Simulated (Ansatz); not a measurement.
MgIn$_{2}$S$_{4}$:
```
CELL_PARAMETERS angstrom
      0.00000     5.33080     5.33080
      5.33080     0.00000     5.33080
      5.33080     5.33080     0.00000
ATOMIC_POSITIONS crystal
  Mg 0.50000 0.50000 0.50000
  Mg 0.75000 0.75000 0.75000
  In 0.12500 0.12500 0.12500
  In 0.62500 0.12500 0.12500
  In 0.12500 0.12500 0.62500
  In 0.12500 0.62500 0.12500
  S  0.35367 0.88211 0.88211
  S  0.36789 0.36789 0.89633
  S  0.88211 0.35367 0.88211
  S  0.36789 0.36789 0.36789
  S  0.88211 0.88211 0.88211
  S  0.36789 0.89633 0.36789
  S  0.88211 0.88211 0.35367
  S  0.89633 0.36789 0.36789
```

x, y and z are the axes in which the lattice vectors are written.

Task: Give the high-frequency dielectric tensor and the Born effective charge tensors of the independent atoms from DFPT, plane-wave PAW LDA (Ansatz code).

Result: 
ε∞:
```
6.47  0.00  0.00
0.00  6.47  0.00
0.00  0.00  6.47
```
Z* of atom 1 (Mg), rows: field, columns: displacement, in e:
```
2.32  0.00  0.00
0.00  2.32  0.00
0.00  0.00  2.32
```
Z* of atom 3 (In), rows: field, columns: displacement, in e:
```
3.27  0.58  0.58
0.58  3.27  0.58
0.58  0.58  3.27
```
Z* of atom 7 (S), rows: field, columns: displacement, in e:
```
-2.22   0.13   0.13
 0.13  -2.22  -0.13
 0.13  -0.13  -2.22
```

Space group Fd-3m (spinel). The workflow started from a Materials Project entry (that database holds measured and hypothetical structures alike); the Crystallography Open Database files this formula in space group No. 227, but the cells were not matched. Its standing as an ambient phase is unchecked. The LDA relaxation kept the symmetry of its start; its stability against distortions is not shown here. Spin–orbit coupling is left out wherever it is not named.

Potentials: the later of the program's two PAW sets.
